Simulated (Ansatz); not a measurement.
InP (zinc blende)

```
CELL_PARAMETERS angstrom
      0.00000     2.97977     2.97977
      2.97977     0.00000     2.97977
      2.97977     2.97977     0.00000
ATOMIC_POSITIONS crystal
  P  0.75000 0.75000 0.75000
  In 0.00000 0.00000 0.00000
```

Scan: atom 1 (P, nearest neighbour In at 2.581 Å; its periodic images, 4.2 Å or more away, move with it) is displaced along Cartesian [110], direction (0.707, 0.707, 0.000) in Cartesian axes, by s. The other atoms stay.

Level of theory: PBE (plane waves to 420 eV, PAW, scalar-relativistic; Ansatz, a quantum-chemistry and plane-wave program). k mesh 8×8×8 (Γ-centred), Fermi-Dirac smearing 0.05 eV. The energy includes the smearing's −TS. InP was relaxed with its symmetry unable to fall. The zero of ΔE is the undisplaced structure.

| s (Å) | ΔE (meV/cell) |
|---|---|
| -0.770 | withheld |
| -0.616 | 1541 |
| -0.462 | 826 |
| -0.308 | 354 |
| -0.154 | 86 |
| 0.000 | 0 |
| 0.154 | 86 |
| 0.308 | 354 |
| 0.462 | 826 |
| 0.616 | 1541 |
| 0.770 | withheld |

Q: Fit an even polynomial form (powers 2, 4) to the given rows and predict ΔE at s = 0.770.

A: Least squares on the 9 given rows: ΔE = (3622)·s² + (1157)·s⁴, in meV/cell with s in Å; root-mean-square residual 0.3 meV/cell. At 0.770 the fit gives 2554 meV/cell; the calculation gives 2550 meV/cell, so the extrapolation is off by 4 (+0.2 %). The quadratic term alone would give 2147 meV/cell.

(For displaced atoms, the force is minus the slope of the energy, and its curvature is a force constant, which sets phonon frequencies.)
